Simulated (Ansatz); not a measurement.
Input:

Si (diamond)

```
CELL_PARAMETERS angstrom
      0.00000     5.47031     5.47031
      2.73515     0.00000     2.73515
      2.73515     2.73515     0.00000
ATOMIC_POSITIONS crystal
  Si 0.25000 0.50000 0.50000
  Si 0.75000 0.50000 0.50000
  Si 0.37500 0.75000 0.75000
  Si 0.87500 0.75000 0.75000
```

The atoms are displaced by Q × the pattern below (from a DFPT mode at L = (0.5, 0.0, 0.0), largest move 1; Q in Å), at fixed cell. It is one choice among 2 degenerate patterns. (q is in reciprocal vectors of the primitive cell; the cell shown is doubled to hold the pattern.)

```
atom       x       y       z
----  ------  ------  ------
Si1    0.285  -0.520   0.805
Si2   -0.285   0.520  -0.805
Si3   -0.285   0.520  -0.805
Si4    0.285  -0.520   0.805
```

Method: PBE (plane waves to 420 eV, PAW, scalar-relativistic; Ansatz, a quantum-chemistry and plane-wave program). k mesh 5×10×10 (Γ-centred), Fermi-Dirac smearing 0.05 eV. The energy includes the smearing's −TS. As the smearing reaches across the gap at some points, energies and forces of such displacements shift with the k mesh and the smearing. Si was relaxed with its symmetry unable to fall. The zero of ΔE is the undisplaced structure.

The scan covers Q from -0.180 to 0.180 Å in 13 points.

Problem. Is this a single well or a double well?

Solution. A single well with its minimum at or next to zero displacement.

Problem. Which space group does the distorted structure have?

Solution. P-1 (No. 2), lowered from Fd-3m.

Problem. What is the energy change at Q = 0.180 Å?

Solution. 1538 meV/cell.

Problem. What harmonic wavenumber does the curvature at Q = 0 give?

Solution. 477 cm⁻¹.

(For displaced atoms, the force is minus the slope of the energy, and its curvature is a force constant, which sets phonon frequencies.)
